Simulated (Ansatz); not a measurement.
TaAs:
Space group Pm-3m (No. 221); a = 3.1789 Å, b = 3.1789 Å, c = 3.1789 Å, α = 90.00°, β = 90.00°, γ = 90.00°

```csv
atom,site,symmetry,x,y,z
Ta,1a,m-3m,0.0000,0.0000,0.0000
As,1b,m-3m,0.5000,0.5000,0.5000
```

This is the PBEsol-relaxed structure.

### Question
All from PBEsol (plane waves, PAW; program Ansatz), unless another level is named. Estimate the electronic character.

### Answer
metallic (no gap).

### Question
Predict the formation energy from the elements (no fitted shifts).

### Answer
-351 meV/atom.

### Question
What about the density of states at the Fermi level?

### Answer
0.34 states/eV per atom (mean over ±0.08 eV).

### Question
And the gap with spin–orbit coupling?

### Answer
none (metallic).

The cell is a constructed one: a structure type filled with these elements; neither database checked (COD, Materials Project) lists it. It is not the phase usual at ambient conditions (space group No. 109). The cell was relaxed with PBEsol under the symmetry of its start; its stability against distortions is not shown here. No spin polarisation was allowed. The references are the lowest solids computed at this level, not always the standard phases. Spin–orbit coupling is left out wherever it is not named.

Potentials: the earlier of the program's two PAW sets. The files were generated under PBE; for other functionals the program regenerates the frozen cores, and for LDA and PBEsol the local potential too.
